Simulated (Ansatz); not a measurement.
CuNbSe$_{2}$:
```xyz
8
Lattice="3.5769 0.0000 0.0000 -1.7885 3.0977 0.0000 0.0000 0.0000 12.6775" Properties=species:S:1:pos:R:3 pbc="T T T"
Se     0.0000     2.0651     7.8668
Nb     0.0000     0.0000     9.5081
Se     0.0000     2.0651    11.1495
Cu     0.0000     0.0000     0.0000
Se     1.7885     1.0326     1.5280
Nb     0.0000     0.0000     3.1694
Se     1.7885     1.0326     4.8107
Cu     0.0000     0.0000     6.3388
```

r²SCAN+D4 in the plane-wave PAW code Ansatz gives a gap of 0.67 eV without spin–orbit coupling, maximum at A, minimum on the K–Γ line, 68 % of the way from K.

Question: What happens when spin–orbit coupling is switched on?

Answer: The gap decreases by 0.01 eV, to 0.66 eV; maximum at A, minimum on the K–Γ line, 68 % of the way from K.

Question: Give the electron effective mass with spin–orbit coupling.

Answer: 0.58, 0.63, 18 mₑ (principal values).

Space group P6_3/mmc. A made-up cell: these elements were put on the sites of a structure type; neither database checked (COD, Materials Project) lists it. Whether it is the stable phase at ambient conditions was not checked. The r²SCAN+D4 relaxation kept the symmetry of its start; its stability against distortions is not shown here. No spin polarisation was allowed.

Potentials: the later of the program's two PAW sets.
